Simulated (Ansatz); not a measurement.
## Al₇Si under compression: one row to predict

It was reached by relaxing an invented guess, and it needn't be the stable form of this composition.

All numbers below come from DFT PBE, scalar-relativistic, plane waves, PAW (Ansatz 0.2.0). The final run on the 8-atom cell used 420 eV, a Γ-centred 8×8×8 mesh, 0.10 eV smearing and no spin polarisation.

```yaml
crystal:
  lattice:
    - [0.00000, 4.01861, 4.01861]
    - [4.01861, 0.00000, 4.01861]
    - [4.01861, 4.01861, 0.00000]
  atoms:
    - { symbol: Al, position: [0.00000, 0.00000, 0.50000] }
    - { symbol: Al, position: [0.00000, 0.50000, 0.00000] }
    - { symbol: Al, position: [0.00000, 0.50000, 0.50000] }
    - { symbol: Al, position: [0.50000, 0.00000, 0.00000] }
    - { symbol: Al, position: [0.50000, 0.00000, 0.50000] }
    - { symbol: Al, position: [0.50000, 0.50000, 0.00000] }
    - { symbol: Al, position: [0.50000, 0.50000, 0.50000] }
    - { symbol: Si, position: [0.00000, 0.00000, 0.00000] }
```

The cell was set to several volumes, with shape and atoms relaxed at each where symmetry leaves them free. Pressure is positive in compression, and energies count from the lowest row. No row has a gap on its mesh.

| row | V (Å³/atom) | P (GPa) | ΔE (meV/atom) |
| --- | --- | --- | --- |
| 1 | 14.277 | 12.98 | 69.6 |
| 2 | 14.764 | ? | ? |
| 3 | 15.251 | 5.37 | 15.3 |
| 4 | 15.738 | 2.46 | 3.6 |
| 5 | 16.224 | -0.02 | 0.0 |
| 6 | 16.711 | -2.12 | 3.3 |
| 7 | 17.198 | -3.91 | 12.5 |
| 8 | 17.847 | -5.86 | 32.4 |

Task: Find B = −V·ΔP/ΔV from rows 4 and 6 and from rows 1 and 3, and from the two its slope B′ and its value B0 at zero pressure.

Result: Rows 4 and 6 give −(15.738 + 16.711)/2 × (-2.12 − (2.46))/(16.711 − 15.738) = 76.4 GPa at a mean pressure of 0.17 GPa. Rows 1 and 3 give −(14.277 + 15.251)/2 × (5.37 − (12.98))/(15.251 − 14.277) = 115.4 GPa at a mean pressure of 9.18 GPa. So B′ = (115.4 − 76.4)/(9.18 − (0.17)) = 4.33 and B0 = 76.4 − 4.33 × (0.17) = 75.7 GPa. A third-order Birch–Murnaghan fit to all the energies gives B0 = 75.9 GPa and B′ = 4.5.

Task: Estimate the pressure and energy of row 2.

Result: From row 5, V0 = 16.224 × (1 + (-0.02)/75.7) = 16.220 Å³/atom. Murnaghan's form P = (B0/B′)·[(V0/V)^B′ − 1] gives (75.7/4.33) × [(16.220/14.764)^4.33 − 1] = 8.79 GPa; the computed pressure is 8.83 GPa, so the estimate is off by -0.04 GPa. The work of compression from row 3, with the mean of the two pressures, gives ΔE = 15.3 + (8.79 + 5.37)/2 × (15.251 − 14.764)/160.2 × 1000 = 36.8 meV/atom (1 eV/Å³ = 160.2 GPa); the computed value is 36.7 meV/atom.

The cell is a metal run without spin; a magnetic state may lie lower. All volumes keep the k mesh of the relaxed cell. Symmetry constrained the relaxation, so the result can be a saddle point.
